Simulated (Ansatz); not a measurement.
Relaxed-ion elastic tensor of SnRu3N (anti-perovskite, Pm-3m) in GPa (Voigt order), the program Ansatz at the PBEsol level (PAW); density 10.97 g/cm³, 13.20 Å³ per atom.

```
411  199  199  0.0  0.0  0.0
199  411  199  0.0  0.0  0.0
199  199  411  0.0  0.0  0.0
0.0  0.0  0.0  112  0.0  0.0
0.0  0.0  0.0  0.0  112  0.0
0.0  0.0  0.0  0.0  0.0  112
```

Problem. Is the crystal mechanically stable?

Solution. Yes: the smallest eigenvalue of C is 112 GPa.

Problem. Work out the Voigt, Reuss and Hill averages.

Solution. K_V = 270, K_R = 270, K_H = 270; G_V = 109, G_R = 109, G_H = 109 GPa.

Problem. Give Young's modulus, Poisson's ratio, Pugh's ratio and the universal anisotropy index.

Solution. E = 9KG/(3K + G) = 289 GPa; ν = 0.32; K/G = 2.46 (ductile by the Pugh limit of 1.75); A_U = 5G_V/G_R + K_V/K_R − 6 = 0.00.

Problem. Estimate the sound speeds and the Debye temperature.

Solution. v_l = √((K + 4G/3)/ρ) = 6150 m/s, v_t = √(G/ρ) = 3160 m/s, mean 3540 m/s; Θ = (h/k)(3n/4πV)^(1/3) v_m = 446 K.

Problem. Give the Zener ratio and Young's modulus along [100], [110] and [111].

Solution. A = 2C44/(C11 − C12) = 1.05; 1/E = S11 − 2(S11 − S12 − S44/2)Γ with Γ = 0, 1/4, 1/3 gives 281, 291, 295 GPa.

Problem. Solve the Christoffel equation for the three sound speeds along [100], [110], [111].

Solution. Eigenvalues of C_ijkl n_j n_l equal ρv². In km/s, slowest first: [100] 3.19, 3.19, 6.12; [110] 3.11, 3.19, 6.16; [111] 3.14, 3.14, 6.18.

The start of the workflow was typed in or built on a structure type; neither database checked (COD, Materials Project) lists it. Whether it is the stable phase at ambient conditions was not checked. Symmetry was held in the PBEsol relaxation; whether a distortion lowers the energy is not shown. The workflow began spin-polarised and lost its moments. As this level gives no gap, shear constants depend on the k-mesh and smearing (Fermi–Dirac, 0.1 eV here). Spin–orbit coupling is left out wherever it is not named.

Potentials: the earlier of the program's two PAW sets. The files were generated under PBE; for other functionals the program regenerates the frozen cores, and for LDA and PBEsol the local potential too.
